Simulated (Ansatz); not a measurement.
CuI (zinc blende), conventional cell a = b = c = 5.9390 Å, α = β = γ = 90.00°. The calculation uses the primitive cell of 2 atoms, to which meshes and values per cell refer.

Two coordinates are scanned: the volume, and the ratio of the stretch along z (the conventional c axis) to the stretch across it. Atoms keep their fractional coordinates.

Calculation: PBEsol (plane waves to 420 eV, PAW, scalar-relativistic; Ansatz, a program for electronic structure). k mesh 10×10×10 (Γ-centred), Fermi-Dirac smearing 0.05 eV. The energy includes the smearing's −TS. Stress and pressure are positive under compression. CuI is run without spin polarisation. CuI was relaxed with its symmetry unable to fall. Spin-orbit coupling is left out, though I is heavy. The PAW data are Ansatz's earlier set. The zero of ΔE is the relaxed starting cell.

ΔE (eV/atom), with V/V₀ across and (c/a)/(c/a)₀ down:

```tsv
(c/a)/(c/a)₀ \ V/V₀	0.920	0.947	0.973	1.000	1.027	1.053	1.080
0.880	0.0417	0.0254	0.0169	0.0151	0.0188	0.0273	0.0398
0.920	0.0357	0.0185	0.0093	0.0067	0.0099	0.0179	0.0300
0.960	0.0319	0.0142	0.0046	0.0017	0.0045	0.0123	0.0241
1.000	0.0306	0.0128	0.0030	0.0000	0.0028	0.0104	0.0221
1.040	0.0320	0.0143	0.0046	0.0017	0.0045	0.0122	0.0240
1.080	0.0362	0.0188	0.0095	0.0068	0.0099	0.0178	0.0297
1.120	0.0433	0.0265	0.0176	0.0153	0.0187	0.0269	0.0391
```

σxx (GPa), with V/V₀ across and (c/a)/(c/a)₀ down:

```tsv
(c/a)/(c/a)₀ \ V/V₀	0.920	0.947	0.973	1.000	1.027	1.053	1.080
0.880	4.22	2.21	0.51	-0.93	-2.14	-3.16	-4.02
0.920	4.58	2.56	0.86	-0.58	-1.80	-2.83	-3.70
0.960	4.87	2.86	1.16	-0.28	-1.50	-2.53	-3.40
1.000	5.11	3.11	1.42	-0.01	-1.22	-2.25	-3.12
1.040	5.32	3.34	1.66	0.24	-0.96	-1.99	-2.85
1.080	5.50	3.55	1.89	0.48	-0.72	-1.73	-2.59
1.120	5.67	3.74	2.10	0.71	-0.47	-1.48	-2.33
```

Summary:

| Item | Result |
|---|---|
| Shear modulus C′ = (C11 − C12)/2 (fit, atoms clamped) | 9.7 GPa |
| Lowest place on the grid | V/V₀ = 1.000, (c/a)/(c/a)₀ = 1.000 (0.0 meV/atom) |
| Highest place on the grid | V/V₀ = 0.920, (c/a)/(c/a)₀ = 1.120 (43.3 meV/atom) |

The 49 points together took about 8 core-minutes (a rough figure).

(Under strain, the slope of the energy per volume gives the stress and its curvature an elastic modulus.)
